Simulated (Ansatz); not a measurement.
GaAs:
```
CELL_PARAMETERS angstrom
      0.00000     2.87224     2.87224
      2.87224     0.00000     2.87224
      2.87224     2.87224     0.00000
ATOMIC_POSITIONS crystal
  As 0.75000 0.75000 0.75000
  Ga 0.00000 0.00000 0.00000
```

Relaxed with PBE. Special points in fractions of this cell's reciprocal vectors: Γ (0.000, 0.000, 0.000); X (0.500, 0.000, 0.500); U (0.625, 0.250, 0.625); K (0.375, 0.375, 0.750); L (0.500, 0.500, 0.500); W (0.500, 0.250, 0.750).

Task: List the band energies nearest the valence-band maximum at these points for PBE with spin–orbit coupling (plane waves, PAW; program Ansatz).

Result: In eV from the valence-band maximum; about four levels below and three above (degenerate sets whole), none deeper than 8.9 eV; points with the same levels are listed once.

| k | below | above |
|---|---|---|
| Γ | 0.00 0.00 0.00 0.00 | 0.06 0.06 3.49 3.49 |
| X | -2.67 -2.67 -2.58 -2.58 | 1.45 1.45 1.57 1.57 |
| U | -3.75 -3.70 -2.23 -2.22 | 1.88 1.88 4.39 |
| L | -1.28 -1.28 -1.08 -1.08 | 0.76 0.76 4.47 4.47 |
| W | -3.49 -3.37 -3.24 -3.21 | 4.19 4.37 4.59 |

Space group F-43m (zinc blende). The cell was relaxed with PBE under the symmetry of its start; phonons on a q-mesh show no instability.

Potentials: the later of the program's two PAW sets.
